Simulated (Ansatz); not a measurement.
Te2Pd:
```yaml
crystal:
  lattice:
    - [4.01060, 0.00000, 0.00000]
    - [-2.00530, 3.47328, 0.00000]
    - [0.00000, 0.00000, 5.03299]
  atoms:
    - { symbol: Pd, position: [0.00000, 0.00000, 0.00000] }
    - { symbol: Te, position: [0.33333, 0.66667, 0.26729] }
    - { symbol: Te, position: [0.66667, 0.33333, 0.73271] }
```

Relaxed with LDA.

### Question
Give the Bader charges and basin volumes of the independent atoms, LDA in the plane-wave PAW code Ansatz.

### Answer


```tsv
atom	Bader charge (e)	Bader volume (Å³)
Pd1	-0.30	18.4
Te2	+0.15	25.9
```

Space group P-3m1. The workflow started from an entry of the Crystallography Open Database (COD). Its standing as an ambient phase is unchecked. The LDA relaxation kept the symmetry of its start; whether a distortion lowers the energy is not shown. No spin polarisation was allowed. A crystal of weakly bound layers computed without a dispersion correction: the cell and the soft elastic constants depend strongly on that. Scalar-relativistic: spin–orbit coupling is off unless named, which matters more the heavier the elements.

Potentials: the later of the program's two PAW sets.
